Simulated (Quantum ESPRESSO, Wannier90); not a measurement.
ZrSi (Cmcm): Wannier90 run

```
begin unit_cell_cart
ang
    0.0000000000    0.0000000000    3.7568400000
   -3.7713800000    0.0000000000    0.0000000000
    1.8856900000   -4.9736000000    0.0000000000
end unit_cell_cart
begin atoms_frac
Zr  -0.2500000000 -0.3548500000  0.2903000000
Zr   0.2500000000  0.3548500000 -0.2903000000
Si  -0.2500000000 -0.0781500000 -0.1563000000
Si   0.2500000000  0.0781500000  0.1563000000
end atoms_frac
```

Materials Project entry mp-11322; symmetrised, unrelaxed at this level. COD (Crystallography Open Database) has the formula in 2 space groups, this one among them (matched by group alone). Method: PBEsol plane waves in Quantum ESPRESSO 7.5 (PseudoDojo norm-conserving files, 53 Ry, no spin polarisation, no spin-orbit coupling), Bloch states on a 6×6×6 mesh through Γ, Wannier90 4.0.1. Density: 8×10×10 mesh, cold smearing 0.01 Ry.

A tight-binding model is made by disentanglement and projection with no localisation steps (num_iter = 0), so the 26 orbitals stay atom-like: hydrogen-like Zr: s;p;d; Si: s;p, axes along x, y, z; frozen window up to 1.50 eV relative to the Fermi level. It follows pw.x to 7.5 meV rms for states up to 1.0 eV relative to the Fermi level. Matrix elements depend on this choice of orbitals and windows.

Q: What are the on-site energies relative to the Fermi level, and how fast do the hoppings decay?

A: 
```tsv
atom	orbitals	energy (eV)
Zr1	s	4.73
Zr1	pz	9.14
Zr1	px	9.09
Zr1	py	9.34
Zr1	dz2	1.93
Zr1	dxz	2.32
Zr1	dyz	2.20
Zr1	dx2-y2	2.15
Zr1	dxy	2.11
Zr2	s	4.73
Zr2	pz	9.14
Zr2	px	9.09
Zr2	py	9.34
Zr2	dz2	1.93
Zr2	dxz	2.32
Zr2	dyz	2.20
Zr2	dx2-y2	2.15
Zr2	dxy	2.11
Si3	s	-3.99
Si3	pz	3.01
Si3	px	2.97
Si3	py	2.91
Si4	s	-3.99
Si4	pz	3.01
Si4	px	2.97
Si4	py	2.91
```

| distance of the centres (Å) | largest modulus (eV) |
|---|---|
| 2–3 | 2.3 |
| 3–4 | 1.1 |
| 4–5 | 0.36 |
| 5–6 | 0.42 |
| 6–7 | 0.21 |
| 7–8 | 0.18 |
| 8–9 | 0.078 |
| 9–10 | 0.042 |
